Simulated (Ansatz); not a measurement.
La:
```cif
data_La4
_chemical_formula_sum 'La4'
_space_group_name_H-M_alt 'P63/mmc'
_space_group_IT_number 194
_space_group_name_Hall '-P 6c 2c'
_cell_length_a 3.64900
_cell_length_b 3.64900
_cell_length_c 11.75733
_cell_angle_alpha 90.000
_cell_angle_beta 90.000
_cell_angle_gamma 120.000
loop_
_atom_site_label
_atom_site_type_symbol
_atom_site_symmetry_multiplicity
_atom_site_Wyckoff_symbol
_atom_site_fract_x
_atom_site_fract_y
_atom_site_fract_z
_atom_site_occupancy
La1 La 2 a 0.00000 0.00000 0.00000 1
La2 La 2 c 0.33333 0.66667 0.25000 1
```

Relaxed with the program Ansatz at the PBEsol level (PAW). Indices refer to the conventional cell of P6_3/mmc, a = b = 3.649 Å, c = 11.757 Å, α = β = 90.00°, γ = 120.00°.

Task: Simulate the powder diffraction pattern (Fe Kα, λ = 1.93735 Å; lines above 1 %) up to 2θ = 90°.

Result: Simulated powder pattern, Fe Kα, λ = 1.93735 Å (kinematic, ideal powder, no thermal factors, no anomalous dispersion; the 30 strongest lines at most, above 1 %, up to 2θ = 90°):

| 2θ (°) | d (Å) | I/Imax (%) | hkl |
|---|---|---|---|
| 35.70 | 3.160 | 7.9 | (1 0 -1 0) |
| 37.01 | 3.052 | 43 | (1 0 -1 1) |
| 38.48 | 2.939 | 35 | (0004) |
| 40.73 | 2.783 | 100 | (1 0 -1 2) |
| 46.38 | 2.460 | 23 | (1 0 -1 3) |
| 53.50 | 2.152 | 5.2 | (1 0 -1 4) |
| 61.79 | 1.886 | 10 | (1 0 -1 5) |
| 64.14 | 1.824 | 24 | (1 1 -2 0) |
| 71.13 | 1.665 | 21 | (1 0 -1 6) |
| 76.42 | 1.566 | 5.7 | (2 0 -2 1) |
| 77.35 | 1.550 | 29 | (1 1 -2 4) |
| 78.81 | 1.526 | 16 | (2 0 -2 2) |
| 81.56 | 1.483 | 4.9 | (1 0 -1 7) |
| 82.46 | 1.470 | 4.2 | (0008) |
| 82.75 | 1.465 | 4.7 | (2 0 -2 3) |
| 88.22 | 1.392 | 1.4 | (2 0 -2 4) |

Symmetry was held in the PBEsol relaxation; of distortions, only those at the zone centre were tested. Axis ratios of metals converge slowly with the k-mesh, so a and c are less sure than the volume. Spin–orbit coupling is left out wherever it is not named.

Potentials: the earlier of the program's two PAW sets.
